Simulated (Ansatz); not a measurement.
A distorted cell of TaAs (NbAs type, space group I4_1md):

```yaml
crystal:
  lattice:
    - [-1.73159, 1.73159, 5.86738]
    - [1.73159, -1.73159, 5.86738]
    - [1.73159, 1.73159, -5.86738]
  atoms:
    - { symbol: Ta, position: [0.99912, 0.99912, 0.00000] }
    - { symbol: Ta, position: [0.74912, 0.24912, 0.50000] }
    - { symbol: As, position: [0.41688, 0.41688, 0.00000] }
    - { symbol: As, position: [0.18811, 0.68811, 0.54247] }
```

These are PBE (plane waves to 420 eV, PAW, scalar-relativistic; Ansatz, a quantum-chemistry and plane-wave program) values and carry that method's errors. k mesh 15×15×15 (Γ-centred), Fermi-Dirac smearing 0.05 eV. The energy includes the smearing's −TS. Compression counts positive. With partly filled bands, energies and forces of such displacements shift with the k mesh and the smearing. At this level the bands of TaAs touch or barely overlap. Spin-orbit coupling is left out, though Ta is heavy. TaAs is run without spin polarisation. TaAs was relaxed with its symmetry unable to fall. The PAW data are Ansatz's earlier set.

Problem. What forces act on the atoms (eV/Å, Cartesian)?

Solution. 
| atom | Fx | Fy | Fz |
|---|---|---|---|
| Ta1 | 0.346 | 0.049 | -0.026 |
| Ta2 | 0.636 | 0.649 | 0.072 |
| As3 | 0.054 | 0.056 | 0.005 |
| As4 | -1.036 | -0.753 | -0.051 |

Problem. What is the stress tensor (GPa)?

Solution. 
```
    0.6      0.5      0.1
    0.5      0.4      1.2
    0.1      1.2      0.4
```
The pressure, a third of the trace, is 0.4 GPa.

Problem. In it atom 4 sits (0.074, 0.074, 0.000) Å away from its relaxed site. What is its energy relative to the relaxed cell?

Solution. 65 meV/cell.

(For displaced atoms, the force is minus the slope of the energy, and its curvature is a force constant, which sets phonon frequencies.)
